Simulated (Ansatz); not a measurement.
## Mg₄ZrN₄, one structure, two calculations

Cell: a Materials Project structure (computed, not necessarily an observed phase), ions relaxed with PBE at fixed cell.

Space group P-1 (No. 2); a = 5.6462, b = 5.6907, c = 8.4579 Å, α = 70.45°, β = 81.14°, γ = 67.40°.

```csv
site,Wyckoff,site symmetry,x,y,z
Mg1,2i,1,0.2826,0.1673,0.2157
Mg3,2i,1,0.2419,0.7644,0.9998
Mg5,2i,1,0.2594,0.9468,0.5708
Mg7,2i,1,0.7451,0.4969,0.5809
Zr,2i,1,0.2707,0.3905,0.7817
N11,2i,1,0.0057,0.6984,0.6015
N13,2i,1,0.1544,0.1622,0.0032
N15,2i,1,0.5061,0.5824,0.8043
N17,2i,1,0.5230,0.8185,0.3819
```

One atom of each set is listed.

First run. Method: Kohn–Sham DFT in Ansatz, PBE, plane waves and PAW, scalar-relativistic, 420 eV cutoff, Γ-centred 6×6×4 k-points, Fermi–Dirac smearing 0.02 eV.

| site | V_zz (10²¹ V/m²) | η |
| --- | --- | --- |
| Mg1 | -1.93 | 0.25 |
| Mg3 | 1.82 | 0.93 |
| Mg5 | 0.86 | 0.13 |
| Mg7 | -1.71 | 0.57 |
| Zr | -12.44 | 0.55 |
| N11 | -2.20 | 0.19 |
| N13 | -2.48 | 0.51 |
| N15 | -2.45 | 0.93 |
| N17 | -2.37 | 0.86 |

Second run. The same atoms and settings, except that spin–orbit coupling is included (fully relativistic PAW files).

**Question.** Given the first result, estimate the second.

**Answer.** 

```tsv
site	V_zz	η	change of V_zz
Mg1	-1.93	0.25	0.00
Mg3	1.82	0.93	0.00
Mg5	0.86	0.13	0.00
Mg7	-1.71	0.57	0.00
Zr	-12.45	0.55	-0.01
N11	-2.20	0.19	0.00
N13	-2.48	0.51	0.00
N15	-2.45	0.93	0.00
N17	-2.37	0.86	0.00
```

No V_zz moves by more than 0.01.
